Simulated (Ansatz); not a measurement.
HfN (rock salt)

```
HfN
1.0
    0.00000     2.27394     2.27394
    2.27394     0.00000     2.27394
    2.27394     2.27394     0.00000
N Hf
1 1
Direct
  0.00000   0.00000   0.00000
  0.50000   0.50000   0.50000
```

The slice is a {110} plane (indices of the conventional cell) through the point (0.000, 0.000, 0.000) (fractional), spanned by u = [100] and v = [1 -1 -1] in vectors of this cell: u (3.22 Å) and v (4.55 Å, at 90° to u). It covers one period; positions are fractions (u, v).

Method: PBE (plane waves to 420 eV, PAW, scalar-relativistic; Ansatz, a program for electronic structure). k mesh 18×18×18. Inside the PAW spheres the values are not all-electron values, and peaks at nuclei hang on which shells count as valence. HfN is run without spin polarisation. HfN was relaxed with its symmetry unable to fall. Spin-orbit coupling is left out, though Hf is heavy.

Q: What is the valence density on the shortest N–Hf line in this plane (2.27 Å), at its minimum between the atoms?

A: 0.48 e/Å³.

Q: What is the ELF at the density minimum of the shortest N–Hf line in this plane (2.27 Å)?

A: 0.2.

Q: Sketch the electron localisation function (ELF) on this plane as a map.

A: 
| v \ u | 0.00 | 0.13 | 0.26 | 0.39 | 0.52 | 0.65 | 0.78 | 0.91 |
|---|---|---|---|---|---|---|---|---|
| 0.88 | 0.79 | 0.81 | 0.62 | 0.27 | 0.19 | 0.36 | 0.72 | 0.81 |
| 0.75 | 0.15 | 0.15 | 0.16 | 0.20 | 0.21 | 0.19 | 0.15 | 0.15 |
| 0.62 | 0.81 | 0.72 | 0.25 | 0.12 | 0.18 | 0.11 | 0.43 | 0.78 |
| 0.50 | x | x | 0.52 | 0.11 | 0.16 | 0.13 | 0.72 | x |
| 0.38 | 0.81 | 0.72 | 0.25 | 0.12 | 0.18 | 0.11 | 0.43 | 0.78 |
| 0.25 | 0.15 | 0.15 | 0.16 | 0.20 | 0.21 | 0.19 | 0.15 | 0.15 |
| 0.12 | 0.79 | 0.81 | 0.62 | 0.27 | 0.19 | 0.36 | 0.72 | 0.81 |
| 0.00 | x | x | 0.76 | 0.30 | 0.17 | 0.46 | 0.81 | x |

Values: electron localisation function (ELF). Points within 0.5 Å of a nucleus are blanked (x), as the pseudised field means little there.
